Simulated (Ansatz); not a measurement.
Phases of Cd at 310 GPa

Structure types of Cd are relaxed in primitive cells with their symmetry kept at 310 GPa, first on PAW files, then by LAPW. The enthalpy is E + pV at zero temperature, without zero-point motion. Only the types listed were tried, and differences under about 5 meV/atom are mesh noise.

All numbers are PBEsol results (scalar-relativistic) from Ansatz 0.2.0, with Fermi–Dirac smearing of 0.1 eV, no spin polarisation. Methods: LAPW: all electrons, basis error target 0.5 meV/atom; PAW: frozen-core files, cutoff 420 eV.

k meshes: fcc 19×19×19, bcc 20×20×20, hcp 18×18×10, diamond 14×14×14, simple hexagonal 19×19×17, omega 9×9×13.

The PAW files were made under PBE.

Task: Order the types by LAPW enthalpy, lowest first.
A. bcc
B. simple hexagonal
C. omega
D. diamond
E. fcc
F. hcp

Result: F (0 meV/atom), E (76 meV/atom), A (242 meV/atom), C (464 meV/atom), B (1469 meV/atom), D (8008 meV/atom).

| start type | ends as | a, b, c (Å) | V (Å³/atom) | H − H(lowest), LAPW (meV/atom) | same, PAW |
| --- | --- | --- | --- | --- | --- |
| fcc | fcc, Fm-3m | 3.442, 3.442, 3.442 | 10.19 | 75.6 | 75.6 |
| bcc | bcc, Im-3m | 2.733, 2.733, 2.733 | 10.21 | 242.3 | 242.1 |
| hcp | hcp, P6_3/mmc | 2.445, 2.445, 3.934 | 10.18 | 0.0 | 0.0 |
| diamond | diamond, Fd-3m | 4.664, 4.664, 4.664 | 12.68 | 8007.8 | 8003.5 |
| simple hexagonal | simple hexagonal, P6/mmm | 2.325, 2.325, 2.265 | 10.61 | 1468.7 | 1466.9 |
| omega | omega, P6/mmm | 3.897, 3.897, 2.346 | 10.29 | 464.3 | 464.0 |

Task: Split the lead of hcp over fcc into energy and pV.

Result: For fcc less hcp: ΔE = +58.3 meV/atom, and p·ΔV = 310 GPa × +0.0089 Å³ × 6.242 meV/(GPa·Å³) = +17.3 meV/atom, together 75.6 meV/atom. hcp wins on both counts.
